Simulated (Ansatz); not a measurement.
A geometry of SnO away from equilibrium: step 2 of the relaxation of a relaxed SnO cell, doubled along one cell vector, shaken by Gaussian noise of σ = 0.08 Å a coordinate. These are PBE (plane waves to 420 eV, PAW, scalar-relativistic; Ansatz, a first-principles code) values and carry that method's errors. Γ-centred k-mesh 4×8×4 on the run's cell (coarser than for final values), Fermi–Dirac smearing 0.05 eV.

```
SnO
1.0
    6.92973    -0.01606     0.00333
   -1.73939     3.02097    -0.00548
    0.00309    -0.00995     6.47497
Sn O
4 4
Direct
  0.01094   0.99476   0.01512
  0.47437   0.98235   0.01671
  0.01665   0.01560   0.52102
  0.49368   0.95894   0.49368
  0.14720   0.62226   0.26593
  0.67541   0.67656   0.22091
  0.34294   0.33772   0.72597
  0.80713   0.26937   0.76238
```

Problem. Give the Cartesian forces on all atoms (eV/Å).

Solution. 
| atom | Fx | Fy | Fz |
|---|---|---|---|
| Sn1 | -1.28 | -0.54 | 0.23 |
| Sn2 | 1.18 | 0.63 | -0.47 |
| Sn3 | -0.67 | -0.34 | 0.38 |
| Sn4 | 0.82 | 0.37 | 1.18 |
| O5 | 0.03 | -0.21 | 0.27 |
| O6 | -0.08 | -0.03 | -0.87 |
| O7 | -0.17 | 0.07 | -0.97 |
| O8 | 0.17 | 0.04 | 0.24 |

Problem. What is the pressure?

Solution. -0.6 GPa, compression positive.

Problem. How far above the relaxed end point is this geometry?

Solution. 0.45 eV/atom; the path ends in P2₁/m (No. 11).

No spin polarisation in the result.

The end of the path is a generated cell of SnO: the first start was made by placing the elements on the sites of a structure type, and the end was not matched to a known phase here, so it may be hypothetical. Known forms of SnO include space group No. 129.
